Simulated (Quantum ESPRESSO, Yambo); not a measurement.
**Levels of theory for the gap of PbSe**

PbSe (rock salt, space group Fm-3m, No. 225): one geometry, one set of norm-conserving PBE (stringent potentials; Quantum ESPRESSO, 104 Ry, no spin-orbit coupling) orbitals, self-energies from Yambo (4×4×4 Γ-centred k mesh, bands 14 to 267 and a 15 Ry block in the screening, 267 bands in G with the Bruneval-Gonze terminator, plasmon pole fitted at 27.2 eV).

Cell and atoms were relaxed with PBEsol from Materials Project entry mp-2201, within its symmetry.

| level | gap L → L (eV) | rough Yambo cost |
|---|---|---|
| PBE (Quantum ESPRESSO) | 0.25 | – |
| exchange only (Hartree-Fock self-energy on PBE orbitals) | 4.30 | about 1/20 (8 states) |
| static COHSEX@PBE | 0.82 | about 1/3 (2 states) |
| G0W0@PBE, plasmon pole | 0.36 | 1 (8 states) |

Bare exchange has no screening and gives the widest gap; static COHSEX screens it but leaves out the frequency dependence, which G0W0 restores.

Costs are rough ratios of core time on shared machines.

Nearest settings tried, and what they do to the gap: 143 bands in G: +3 meV; 143 bands in W, 143 bands in G: -19 meV; 9 Ry block (181 vectors against 387): -51 meV. Not varied: mesh. So the settings aren't converged at that level.

Spin-orbit coupling is left out; with 6p states at a band edge it can lower the gap by many tenths of an eV, most of a small gap. So small a PBE gap in heavy elements may be inverted, where one-shot corrections to single bands mislead.
